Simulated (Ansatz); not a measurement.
Ba2YHO3 in space group Immm (No. 71; Pearson symbol oI14) under volume change, PBE (plane waves, PAW; program Ansatz), shape and atoms relaxed at each volume.

```tsv
V (Å³/atom)	E − E(relaxed) (meV/atom)	P (GPa)
16.582	40.0	8.51
17.129	16.8	5.20
17.676	4.0	2.39
18.222	0.0	0.00
18.769	3.5	-2.03
19.316	13.5	-3.74
19.862	28.7	-5.19
```

Question: What does a third-order Birch–Murnaghan fit give for V₀, B₀ and B′?

Answer: V₀ = 18.22 Å³/atom, B₀ = 73.1 GPa, B′ = 4.5.

The start of the workflow was typed in or built on a structure type; neither database checked (COD, Materials Project) lists it. Its standing as an ambient phase is unchecked. Symmetry was held in the PBE relaxation; its stability against distortions is not shown here. No spin polarisation was allowed. Scalar-relativistic: spin–orbit coupling is off unless named, which matters more the heavier the elements.

Potentials: the earlier of the program's two PAW sets.
